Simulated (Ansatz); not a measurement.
NbN (rock salt): values from a third-order Birch-Murnaghan fit to a volume scan beside measured ones. Computed values: PBE (plane waves to 420 eV, PAW, scalar-relativistic; Ansatz, a first-principles code). NbN is run without spin polarisation. NbN was relaxed with its symmetry unable to fall. The PAW data are Ansatz's earlier set. This is a high-temperature form of NbN.

| quantity | reference | kind |
|---|---|---|
| Lattice constant a (Å) | 4.391 | measured, room temperature or unstated |
| Bulk modulus B₀ (GPa) | 292 | measured, room temperature or unstated; from elastic constants |

References as given in: John G. Wright, Huili Grace Xing, Debdeep Jena, Physical Review Materials (2023), doi:10.1103/physrevmaterials.7.074803; arXiv:1102.4063. Values not taken to low temperature hold thermal and zero-point shifts that a static calculation lacks, so small differences there are no errors of the method.

Problem. What does PBE give, and how far is that from the reference?

Solution. 
```tsv
quantity	PBE	difference
Lattice constant a (Å)	4.421	+0.7 %
Bulk modulus B₀ (GPa)	306	+4.9 %
```



(A scan under strain: stresses follow from slopes of the energy per volume, elastic moduli from its curvatures.)
